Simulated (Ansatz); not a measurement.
## Sc₂B₂Sb: computed properties

The calculation used Ansatz 0.2.0, DFT PBE, scalar-relativistic, plane waves, PAW.

Settings: cutoff 420 eV, Γ-centred mesh 12×12×8 on the computed 5-atom cell, Gaussian smearing of 0.10 eV; no spin polarisation.

The structure is relaxed at this level of theory with its symmetry kept, and needn't be the ground state of this composition.

```cif
data_structure
_symmetry_space_group_name_H-M 'P-3m1'
_symmetry_Int_Tables_number 164
_cell_length_a 4.2803
_cell_length_b 4.2803
_cell_length_c 5.2655
_cell_angle_alpha 90.000
_cell_angle_beta 90.000
_cell_angle_gamma 120.000
_cell_volume 83.54
loop_
_atom_site_label
_atom_site_type_symbol
_atom_site_symmetry_multiplicity
_atom_site_Wyckoff_symbol
_atom_site_fract_x
_atom_site_fract_y
_atom_site_fract_z
_atom_site_occupancy
Sc1 Sc 2 d 0.66667 0.33333 0.28837 1
B1 B 2 d 0.66667 0.33333 0.74661 1
Sb1 Sb 1 a 0.00000 0.00000 0.00000 1
```

```json
{
  "Space group": "P-3m1 (No. 164)",
  "Volume per atom": "16.71 Å³",
  "Formation energy from the elements' standard states (uncorrected)": "+0.197 eV/atom",
  "Kohn–Sham band gap": "none (metal)",
  "Density of states at the Fermi level": "3.9 states/eV per cell",
  "Orbital (Löwdin) character within 0.5 eV of the Fermi level": "Sc 3d 46 %, B 2p 36 %",
  "Bader charge by site (e)": "Sc (2 in the cell) 1.44, B (2 in the cell) -1.34, Sb (1 in the cell) -0.20"
}
```

Spin-orbit coupling is left out, which matters for the bands of heavy elements.

Another cell of Sc2B2Sb relaxed alike, in R-3m, lies 0.92 eV/atom lower, so this cell isn't the stable form at this level.

The cell was found from a structure generator's guess, not taken from experiment. Löwdin shares on free-atom orbitals overweight diffuse shells.
